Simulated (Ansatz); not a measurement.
# TaNiN: settings compared (Ansatz)

Input:

```yaml
crystal:
  lattice:
    - [2.941865, 0.0, 0.0]
    - [0.0, 2.941865, 0.0]
    - [0.0, 0.0, 7.447759]
  atoms:
    - { symbol: Ni, position: [0.0, 0.5, 0.9] }
    - { symbol: Ni, position: [0.5, 0.0, 0.1] }
    - { symbol: Ta, position: [0.0, 0.5, 0.335] }
    - { symbol: Ta, position: [0.5, 0.0, 0.665] }
    - { symbol: "N", position: [0.0, 0.5, 0.617] }
    - { symbol: "N", position: [0.5, 0.0, 0.383] }
  symmetry: { tolerance: 0.0003 }
kpoints:
  mp_grid: { grid: [6, 6, 3], shift: [0, 0, 0] }
magnetization:
  spin_polarized: false
scf:
  occupations: { method: fermi_dirac }
hamiltonian:
  pseudopotentials: { kind: paw }
  xc: pbe
basis:
  ecutwfc: 420
output:
  forces: true
  stress: true
  eigenvalues: true
relax:
  max_steps: 40
  cell: {}
```

The command:

```bash
ansatz run input.yaml --threads 1 --pin off --max-ram 2560MiB --backend cpu --events-out ev --progress --plain --runs-dir out
```

Origin of the cell: a known structure type with other elements, at an estimated volume, so it need not be a known compound.

The smearing width isn't typed, so it takes its default of 0.1 eV.

Output of this run (shortened):

```
SCF iter   1: F=—  HF=-32315.545722 eV  Δρ=6.73e-3  dr2=2.95e-2
SCF iter   2: F=—  HF=-32315.544967 eV  Δρ=3.83e-3  dr2=1.73e-2
SCF iter   3: F=—  HF=-32315.543557 eV  Δρ=6.73e-4  dr2=8.35e-4
SCF iter   4: F=—  HF=-32315.543459 eV  Δρ=4.91e-4  dr2=3.23e-4
SCF iter   5: F=—  HF=-32315.543435 eV  Δρ=9.90e-5  dr2=2.70e-5
SCF iter   6: F=—  HF=-32315.543172 eV  Δρ=5.73e-5  dr2=4.38e-6
SCF iter   7: F=—  HF=-32315.543171 eV  Δρ=2.17e-5  dr2=4.42e-7
SCF iter   8: F=-32315.543171 eV  HF=-32315.543171 eV  Δρ=3.81e-6  dr2=1.69e-8
relax step   1: F+E_penalty+E_count = -32315.543171 eV  Δ(F+E_penalty+E_count) = +0.000e0 eV  max|allowed force component| = 2.872e0 eV/Å  Δτ_max = 0.0000 Å  P = +16.479 GPa  Ω = 64.457 Å³  ( […]
relax step   2: F+E_penalty+E_count = -32316.235998 eV  Δ(F+E_penalty+E_count) = -6.928e-1 eV  max|allowed force component| = 7.860e-1 eV/Å  Δτ_max = 0.1313 Å  P = -3.045 GPa  Ω = 66.546 Å³ […]
relax step   3: F+E_penalty+E_count = -32316.327186 eV  Δ(F+E_penalty+E_count) = -9.119e-2 eV  max|allowed force component| = 3.460e-1 eV/Å  Δτ_max = 0.0505 Å  P = +0.760 GPa  Ω = 65.148 Å³ […]
relax step   4: F+E_penalty+E_count = -32316.333980 eV  Δ(F+E_penalty+E_count) = -6.794e-3 eV  max|allowed force component| = 1.984e-1 eV/Å  Δτ_max = 0.0231 Å  P = -0.715 GPa  Ω = 65.528 Å³ […]
relax step   5: F+E_penalty+E_count = -32316.337930 eV  Δ(F+E_penalty+E_count) = -3.950e-3 eV  max|allowed force component| = 7.672e-2 eV/Å  Δτ_max = 0.0066 Å  P = +0.093 GPa  Ω = 65.364 Å³ […]
relax step   6: F+E_penalty+E_count = -32316.338541 eV  Δ(F+E_penalty+E_count) = -6.106e-4 eV  max|allowed force component| = 3.721e-3 eV/Å  Δτ_max = 0.0052 Å  P = -0.018 GPa  Ω = 65.402 Å³ […]
relax step   7: F+E_penalty+E_count = -32316.344820 eV  Δ(F+E_penalty+E_count) = -6.280e-3 eV  max|allowed force component| = 4.091e-3 eV/Å  Δτ_max = 0.0000 Å  P = +0.111 GPa  Ω = 65.402 Å³  stress off target by 2.21e-1 GPa […]
relax step   8: F+E_penalty+E_count = -32316.344835 eV  Δ(F+E_penalty+E_count) = -1.499e-5 eV  max|allowed force component| = 2.080e-3 eV/Å  Δτ_max = 0.0006 Å  P = -0.004 GPa  Ω = 65.419 Å³ […]
relax step   9: F+E_penalty+E_count = -32316.344905 eV  Δ(F+E_penalty+E_count) = -6.993e-5 eV  max|allowed force component| = 2.049e-3 eV/Å  Δτ_max = 0.0000 Å  P = -0.003 GPa  Ω = 65.419 Å³  stress off target by 7.04e-3 GPa […]
SCF 9 converged in 6 iterations: F = -32316.344905 eV  dr2 = 4.17e-12
basis re-selected at this cell: Δ(F+E_penalty+E_count) = -6.993e-5 eV, ΔP = +0.000 GPa vs the last step (what re-selecting the basis moved, of the pressure what is left beyond the Pulay corre […]
SCF converged after 6 iterations
Free energy (F): -32316.344905 eV
Harris-Foulkes:  -32316.344905 eV  (|F-HF|=3.64e-12)
Internal energy: -32316.287211 eV  (E = F + TS)
E sigma→0 (E₀):  -32316.316058 eV
Entropy (-TS):   -0.057694 eV (-9.616 meV/atom)
Fermi energy:    19.756265 eV
--- Per-component energies (eV) ---
  E_band       = -652.858025
  E_kinetic    = 1563.599983
  E_local      = -9954.124211  (includes V_loc(G=0)·N_el)
  E_nonlocal   = 1393.054489
  E_hartree    = 4224.122740
  E_xc         = -729.310525
  E_vxc        = -783.256081  (∫ρ·V_xc dr)
  E_paw        = -20310.144088  (= ΣΔE_a)
  E_vpaw       = -1320.379368  (= ΣTr[D̂ρ^β])
  E_aug_tail   = 0.001572  (compensation charges beyond the density's cutoff)
  E_ewald      = -8503.487171
  E_smearing   = -0.057694  (= −TS)
  Σ components = -32316.344905   (vs F -32316.344905, Δ=0.00e0)
--- Forces (eV/Å), atoms counted from 1 ---
  atom   1  Ni     0.000000     0.000000     0.002049
  atom   2  Ni     0.000000     0.000000    -0.002049
  atom   3  Ta     0.000000     0.000000    -0.000055
  atom   4  Ta    -0.000000     0.000000     0.000055
  atom   5  N      0.000000     0.000000    -0.000863
  atom   6  N      0.000000     0.000000     0.000863
  max |Σ_I F_I| component: 0.00e0 eV/Å
--- Stress (GPa, compression-positive) ---
       -0.007038       0.000000       0.000000
        0.000000      -0.007038       0.000000
        0.000000       0.000000       0.003600
  P = ⅓ Tr σ = -0.0035 GPa (-0.035 kbar)
--- Relaxed structure (7 steps of the walk, 7 accepted, 2 SCFs on fresh bases) ---
  F+E_penalty+E_count = -32316.344905 eV   max|allowed force component| = 2.049e-3 eV/Å   (the final SCF, on the basis selected at the relaxed cell)
  cell:  # Å, volume = 65.4189 Å³
    - [3.039344, 0.0, 0.0]
    - [0.0, 3.039344, 0.0]
    - [0.0, 0.0, 7.081797]
  atoms:
    - { symbol: Ni, position: [0.0, 0.5, 0.916116] }
    - { symbol: Ni, position: [0.5, 0.0, 0.083884] }
    - { symbol: Ta, position: [0.0, 0.5, 0.310665] }
    - { symbol: Ta, position: [0.5, 0.0, 0.689335] }
    - { symbol: N, position: [0.0, 0.5, 0.631495] }
    - { symbol: N, position: [0.5, 0.0, 0.368505] }
```

The same input was run again with these changes:

1. `hamiltonian.dispersion` default → d4
2. `scf.occupations.method` fermi_dirac → methfessel_paxton; `scf.occupations.width` default → 0.3
3. `scf.occupations.width` default → 0.025; `kpoints.mp_grid.shift` [0, 0, 0] → [0.5, 0.5, 0.5]
4. `scf.occupations.method` fermi_dirac → tetrahedron

```tsv
run	end	SCF iterations	volume (Å³/atom)	max force component (eV/Å)	moment (μB)	ΔE(σ→0) (meV/atom)
base	converged	62	10.90	0.002	–	0
1	converged	62	10.71	0.001	–	–
2	converged	59	10.90	0.002	–	-0.32
3	converged	73	10.90	0.001	–	17.51
4	converged	96	10.89	0.002	–	0.00
```

Energies are compared only where functional, datasets, charge and starting cell are the same.

Caveats of the base run: no spin polarisation, so a magnetic state may lie lower; no spin-orbit coupling, though heavy elements are present; the k mesh is coarse if the cell is a metal; the relaxation held the start's symmetry, so the end may be a saddle point.

Run 2: wide smearing.
Run 4: forces and stress under tetrahedra may miss the slope of the energy.

The base run ran for 29 s of wall time on 1 CPU thread(s) of a shared host, from the program's own first density.
